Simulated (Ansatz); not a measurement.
CoP₂: structures and their energies

3 relaxations of CoP2 ended in 3 distinct structures. All values below come from PBEsol (plane waves to 420 eV, PAW, scalar-relativistic; Ansatz, an electronic-structure program).

| # | space group | Pearson | type | E − E(lowest) (eV/atom) | V (Å³/atom) | gap (eV, no SOC) | runs ending here |
|---|---|---|---|---|---|---|---|
| 1 | P2₁/c | mP12 | – | 0.000 | 12.64 | 0.52 | 1 |
| 2 | Imma | oI12 | – | 0.48 | 12.56 | 0.00 | 1 |
| 3 | R3m | hR6 | – | 0.87 | 13.84 | 0.00 | 1 |

P2₁/c, mP12 is the lowest among the structures calculated here.

Space group P2₁/c (No. 14); a = 5.4749 Å, b = 5.4839 Å, c = 5.5545 Å, α = γ = 90.00°, β = 114.55°

| atom | site | symmetry | x | y | z |
|---|---|---|---|---|---|
| Co | 4e | 1 | 0.2722 | 0.0010 | 0.2899 |
| P | 4e | 1 | 0.8429 | 0.1284 | 0.1294 |
| P | 4e | 1 | 0.3395 | 0.3703 | 0.1832 |

Each run could gain symmetry but not lose that of its start, so entries can be saddle points. From databases, or of a type measured for this composition: P2₁/c, mP12; the others are generated cells (placed on structure types, drawn at random, substituted or restacked) that were not matched to a known phase here. Static energies at zero pressure. No spin polarisation in the result. A magnetic state may lie lower. Gaps of cells over 8 atoms come from the SCF mesh and high-symmetry points alone.
